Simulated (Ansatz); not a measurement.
This MgCd2S3 structure is the end of a relaxation. The cell was found from a structure generator's guess, not taken from experiment.

Computed with DFT PBE, scalar-relativistic, plane waves, PAW in Ansatz. Cutoff 420 eV, Γ-centred mesh, Gaussian smearing, no spin polarisation.

```
Mg Cd S
1.0
     4.14860    0.00000    0.00000
    -2.07430    3.59279    0.00000
     0.00000    0.00000   20.16663
Mg Cd S
2 4 6
Direct
  0.66667 0.33333 0.50220
  0.66667 0.33333 0.83133
  0.33333 0.66667 0.99755
  0.33333 0.66667 0.33950
  0.33333 0.66667 0.66871
  0.66667 0.33333 0.16831
  0.33333 0.66667 0.12495
  0.33333 0.66667 0.46688
  0.33333 0.66667 0.79600
  0.66667 0.33333 0.29578
  0.66667 0.33333 0.62483
  0.66667 0.33333 0.95396
```

The zero of energy is the elements' standard structures at the same level; no fitted shifts are applied.

(1) What space group does it have?

(2) What is its formation energy per atom?

(3) Is it a metal?

Results:

(1) P3m1 (No. 156), with Mg and Cd ordered on wurtzite sites. Conventional cell: a = 4.149 Å, c = 20.167 Å. Mg on its first site has 4 S at 2.47–2.50 Å; Mg on its second site has 4 S at 2.47–2.50 Å; around Cd on its first site lie 4 S at 2.55–2.57 Å; S on its first site is surrounded by 4 Cd at 2.55–2.57 Å; 8 more sites not described.

(2) −0.914 eV/atom. Whether it is stable depends on the other phases of the system, which aren't compared here.

(3) No, the gap on the 6×6×2 mesh is 1.53 eV.

The last run used a 6×6×2 mesh (in the run's order of axes) for its 12-atom cell and Gaussian smearing of 0.02 eV. Kohn–Sham gaps at this level usually fall short of measured ones. The reference form of S is held partly by dispersion forces, which this level lacks. A structure relaxed within its symmetry needn't be a true minimum.
